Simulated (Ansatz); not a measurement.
Al (fcc (Cu type), Fm-3m) under volume change, the program Ansatz at the PBEsol level (PAW), scaled uniformly.

| V (Å³/atom) | E − E(relaxed) (meV/atom) | P (GPa) |
|---|---|---|
| 14.717 | 40.2 | 9.68 |
| 15.202 | 16.8 | 5.89 |
| 15.687 | 4.0 | 2.69 |
| 16.173 | 0.0 | 0.00 |
| 16.658 | 3.5 | -2.27 |
| 17.143 | 13.4 | -4.20 |
| 17.628 | 28.6 | -5.82 |

**Question.** What does a third-order Birch–Murnaghan fit give for V₀, B₀ and B′?

**Answer.** V₀ = 16.17 Å³/atom, B₀ = 82.4 GPa, B′ = 4.6.

Symmetry was held in the PBEsol relaxation.

Potentials: the later of the program's two PAW sets.
